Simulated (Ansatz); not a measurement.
A trial structure of NbAl2B3 was built thus: random cell by space group and Wyckoff sites (P4mm, No. 99). Lengths were set from tabulated atomic sizes, so they are only a guess.

```cif
data_structure
_symmetry_space_group_name_H-M 'P4mm'
_symmetry_Int_Tables_number 99
_cell_length_a 3.1212
_cell_length_b 3.1212
_cell_length_c 7.2719
_cell_angle_alpha 90.000
_cell_angle_beta 90.000
_cell_angle_gamma 90.000
_cell_volume 70.84
loop_
_atom_site_label
_atom_site_type_symbol
_atom_site_symmetry_multiplicity
_atom_site_Wyckoff_symbol
_atom_site_fract_x
_atom_site_fract_y
_atom_site_fract_z
_atom_site_occupancy
Al1 Al 1 a 0.00000 0.00000 0.02744 1
Al2 Al 1 a 0.00000 0.00000 0.46886 1
Nb1 Nb 1 b 0.50000 0.50000 0.13920 1
B1 B 2 c 0.00000 0.50000 0.54698 1
B2 B 1 b 0.50000 0.50000 0.66221 1
```

Theory: DFT PBE, scalar-relativistic, plane waves, PAW (Ansatz). Cutoff 420 eV, Gaussian smearing, Γ-centred meshes. Cell and atoms relax first on a coarse mesh and then on a finer one. In between, the cell is made exact in the group found at 0.06 Å. In metals the finer mesh still leaves noise of several meV/atom or more. The steps can't lower the symmetry of their start. No spin polarisation in the relaxation; trial moments died out in a coarse test.

A guess keeps its type if space group and coordination stay and the shape of the cell changes little (axis ratios within about 15 %, angles within 6°); the volume may change.

Q: Will the relaxed cell still be of the starting type?

A: It doesn't keep its type. The symmetry stays P4mm (No. 99). The volume per atom shrinks by 5.5 %, from 11.8 to 11.2 Å³. The shortest distance goes from 1.66 Å (Al–B) to 1.76 Å (B–B). The ratio c/a of the conventional cell changes by a factor of 1.16. Counting neighbours within 15 % of an atom's shortest distance, the start has Al 4, B 4, Nb 4 and the end Al 4/8, B 2/4, Nb 13. In detail, at the end around Al on its first site lie 4 B at 2.34 Å, 4 B at 2.56 Å, 4 Nb at 2.76 Å and 4 Al at 2.91 Å; around Nb lie 4 Al at 2.76 Å, 4 Nb at 2.91 Å, 4 Al at 2.95 Å and 1 B at 2.95 Å; around B on a site of symmetry 2mm lie 2 B at 1.76 Å, 4 B at 2.06 Å, 2 Al at 2.34 Å and 2 Al at 2.56 Å; 2 more sites not described.

```
Al Nb B
1.0
     2.91454    0.00000    0.00000
     0.00000    2.91454    0.00000
     0.00000    0.00000    7.87830
Al Nb B
2 1 3
Direct
  0.00000 0.00000 0.88892
  0.00000 0.00000 0.38937
  0.50000 0.50000 0.12178
  0.00000 0.50000 0.62228
  0.50000 0.00000 0.62228
  0.50000 0.50000 0.74705
```

The last run used a 12×12×6 mesh (in the run's order of axes) for its 6-atom cell and Gaussian smearing of 0.10 eV. A structure relaxed within its symmetry needn't be a true minimum. Another cell of NbAl2B3 relaxed alike, in Cmmm, lies 82 meV/atom lower, so this cell isn't the stable form at this level.

In counts of neighbours, a slash parts the counts of unlike sites.
